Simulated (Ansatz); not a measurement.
**TiSn3O8 (Immm) at 2 levels of theory**

One geometry, relaxed with PBE; plane waves with PAW potentials in Ansatz, scalar-relativistic. No spin polarisation. +U rows take U_eff Ti 4.00 eV on the d shells. Gaps are the least over mesh and band path; pressure is positive in compression.

```cif
data_structure
_symmetry_space_group_name_H-M 'Immm'
_symmetry_Int_Tables_number 71
_cell_length_a 6.3549
_cell_length_b 6.7568
_cell_length_c 6.7674
_cell_angle_alpha 90.000
_cell_angle_beta 90.000
_cell_angle_gamma 90.000
_cell_volume 290.58
loop_
_atom_site_label
_atom_site_type_symbol
_atom_site_symmetry_multiplicity
_atom_site_Wyckoff_symbol
_atom_site_fract_x
_atom_site_fract_y
_atom_site_fract_z
_atom_site_occupancy
Ti1 Ti 2 a 0.00000 0.00000 0.00000 1
Sn1 Sn 2 b 0.50000 0.00000 0.00000 1
Sn2 Sn 4 f 0.24882 0.50000 0.00000 1
O1 O 4 g 0.00000 0.70027 0.00000 1
O2 O 4 h 0.00000 0.19601 0.50000 1
O3 O 8 m 0.76219 0.00000 0.18945 1
```

```json
{"level": "PBE", "cutoff (eV)": "420", "k mesh": "6×6×6", "gap (eV)": "1.72", "pressure (GPa)": "0.0"}
```

Question: What comes out on the same cell with PBE+U?

Answer:
```csv
level,cutoff (eV),k mesh,gap (eV),pressure (GPa)
PBE+U,420,6×6×6,1.78,0.6
```

It was reached by relaxing an invented guess, and it needn't be the stable form of this composition.
